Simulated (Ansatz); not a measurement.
NbAlB:
```
CELL_PARAMETERS angstrom
      1.66893    -7.31766     0.00000
      1.66893     7.31766     0.00000
      0.00000     0.00000     3.10250
ATOMIC_POSITIONS crystal
  Al 0.70084 0.29916 0.25000
  Al 0.29916 0.70084 0.75000
  B  0.46972 0.53028 0.75000
  B  0.53028 0.46972 0.25000
  Nb 0.08858 0.91142 0.75000
  Nb 0.91142 0.08858 0.25000
```

Relaxed with r²SCAN. Special points in fractions of this cell's reciprocal vectors: Γ (0.000, 0.000, 0.000); Y (-0.500, 0.500, 0.000); C0 (-0.263, 0.737, 0.000); Σ0 (0.263, 0.263, 0.000); Z (0.000, 0.000, 0.500); A0 (0.263, 0.263, 0.500); E0 (-0.263, 0.737, 0.500); T (-0.500, 0.500, 0.500); S (0.000, 0.500, 0.000); R (0.000, 0.500, 0.500).

Task: List the band energies nearest the Fermi level at these points for r²SCAN (plane waves, PAW; program Ansatz).

Result: In eV from the Fermi level; about four levels below and three above (degenerate sets whole), none deeper than 8.9 eV; points with the same levels are listed once.

```json
[
 {"k": "Γ", "below": "-3.33 -3.10 -2.49 -2.26", "above": "0.34 1.65 1.94"},
 {"k": "Y", "below": "-3.33 -2.83 -2.60 -1.50", "above": "1.25 1.42 1.93"},
 {"k": "C0", "below": "-3.93 -2.93 -1.65 -0.53", "above": "0.09 0.63 1.97"},
 {"k": "Z", "below": "-3.04 -3.04 -2.34 -2.34", "above": "1.12 1.12 1.42 1.42"},
 {"k": "A0", "below": "-1.42 -1.42 -0.81 -0.81", "above": "3.24 3.24 3.50 3.50"},
 {"k": "T", "below": "-3.02 -3.02 -2.72 -2.72", "above": "0.94 0.94 1.42 1.42"},
 {"k": "S", "below": "-4.09 -3.15 -1.56 -0.52", "above": "0.08 0.62 2.14"},
 {"k": "R", "below": "-1.39 -1.39 -0.78 -0.78", "above": "3.26 3.26 3.35 3.35"}
]
```

Space group Cmcm. The start of the workflow was typed in or built on a structure type; neither database checked (COD, Materials Project) lists it. Its standing as an ambient phase is unchecked. The cell was relaxed with r²SCAN under the symmetry of its start; its stability against distortions is not shown here. No spin polarisation was allowed. Scalar-relativistic: spin–orbit coupling is off unless named, which matters more the heavier the elements.

Potentials: the later of the program's two PAW sets.
